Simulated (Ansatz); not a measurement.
La5N: computed properties

Theory: Ansatz 0.2.0, DFT PBE, scalar-relativistic, plane waves, PAW.

Settings: cutoff 420 eV, Γ-centred mesh 12×12×6 on the computed 6-atom cell, Gaussian smearing of 0.10 eV; no spin polarisation.

The structure is relaxed at this level of theory with its symmetry kept, and needn't be the ground state of this composition.

```cif
data_structure
_symmetry_space_group_name_H-M 'P6/mmm'
_symmetry_Int_Tables_number 191
_cell_length_a 5.2858
_cell_length_b 5.2858
_cell_length_c 6.7920
_cell_angle_alpha 90.000
_cell_angle_beta 90.000
_cell_angle_gamma 120.000
_cell_volume 164.34
loop_
_atom_site_label
_atom_site_type_symbol
_atom_site_symmetry_multiplicity
_atom_site_Wyckoff_symbol
_atom_site_fract_x
_atom_site_fract_y
_atom_site_fract_z
_atom_site_occupancy
La1 La 4 h 0.33333 0.66667 0.77785 1
La2 La 1 b 0.00000 0.00000 0.50000 1
N1 N 1 a 0.00000 0.00000 0.00000 1
```

| Property | Result |
| --- | --- |
| Space group | P6/mmm (No. 191) |
| Volume per atom | 184.8 bohr³ |
| Formation energy from the elements' standard states (uncorrected) | +0.648 eV/atom |
| Kohn–Sham band gap | none (metal) |
| Density of states at the Fermi level | 6.3 states/eV per cell |
| Orbital (Löwdin) character within 0.5 eV of the Fermi level | La 5d 69 %, La 4f 16 % |
| Bader charge by site (e) | La (4 in the cell) 0.26, La (1 in the cell) 0.29, N (1 in the cell) -1.32 |

Spin-orbit coupling is left out, which matters for the bands of heavy elements.

Another cell of La5N relaxed alike, in F-43m, lies 0.42 eV/atom lower, so this cell isn't the stable form at this level.

The cell was found from a structure generator's guess, not taken from experiment. Löwdin shares on free-atom orbitals overweight diffuse shells.
